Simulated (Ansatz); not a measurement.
AgC$_{8}$ in space group P6/mmm (No. 191; C on 6l, C on 2c, Ag on 1b), r²SCAN+D4 (plane waves, PAW; program Ansatz), all energies at zero smearing, with the estimated change up to a 700 eV cutoff added, with one set of potentials and settings (totals compare only within such a set). Cell of 9 atoms (8 C, 1 Ag): -9615.470 eV.

```json
[
 {"element": "C", "reference phase": "P6_3/mmc, 4 atoms in the cell", "E (eV/atom)": "-251.7456"},
 {"element": "Ag", "reference phase": "R-3m, 3 atoms in the cell", "E (eV/atom)": "-7604.1392"}
]
```

Formation energy per atom, worked out: (-9615.470 − 8×(-251.7456) − 1×(-7604.1392))/9 = 0.293 eV/atom (28 kJ per mol of atoms), at 0 K, without zero-point energy or fitted corrections.

The cell is a constructed one: a structure type filled with these elements; neither database checked (COD, Materials Project) lists it. Its standing as an ambient phase is unchecked. The cell was relaxed with r²SCAN+D4 under the symmetry of its start; whether a distortion lowers the energy is not shown. The run is not spin-polarised. The references are the lowest solids computed at this level, not always the standard phases.

Potentials: the later of the program's two PAW sets.
